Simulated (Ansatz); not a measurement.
GaSb:
```
CELL_PARAMETERS angstrom
      0.00000     3.06572     3.06572
      3.06572     0.00000     3.06572
      3.06572     3.06572     0.00000
ATOMIC_POSITIONS crystal
  Sb 0.75000 0.75000 0.75000
  Ga 0.00000 0.00000 0.00000
```

Relaxed with r²SCAN. Special points in fractions of this cell's reciprocal vectors: Γ (0.000, 0.000, 0.000); X (0.500, 0.000, 0.500); U (0.625, 0.250, 0.625); K (0.375, 0.375, 0.750); L (0.500, 0.500, 0.500); W (0.500, 0.250, 0.750).

Task: List the band energies nearest the valence-band maximum at these points for plane-wave PAW r²SCAN (Ansatz code).

Result: In eV from the valence-band maximum; about four levels below and three above (degenerate sets whole), none deeper than 8.9 eV; points with the same levels are listed once.

```
k              below                above
-  -----------------  -------------------
Γ     0.00 0.00 0.00  0.42 2.99 2.99 2.99
X  -7.00 -2.67 -2.67  1.14 1.50 9.26 9.26
U  -6.81 -3.71 -2.27       1.66 4.20 7.09
L  -6.53 -1.20 -1.20       0.68 4.03 4.03
W  -6.86 -3.44 -3.21       4.00 4.63 4.81
```

Space group F-43m (zinc blende). The cell was relaxed with r²SCAN under the symmetry of its start. Scalar-relativistic: spin–orbit coupling is off unless named, which matters more the heavier the elements.

Potentials: the later of the program's two PAW sets.
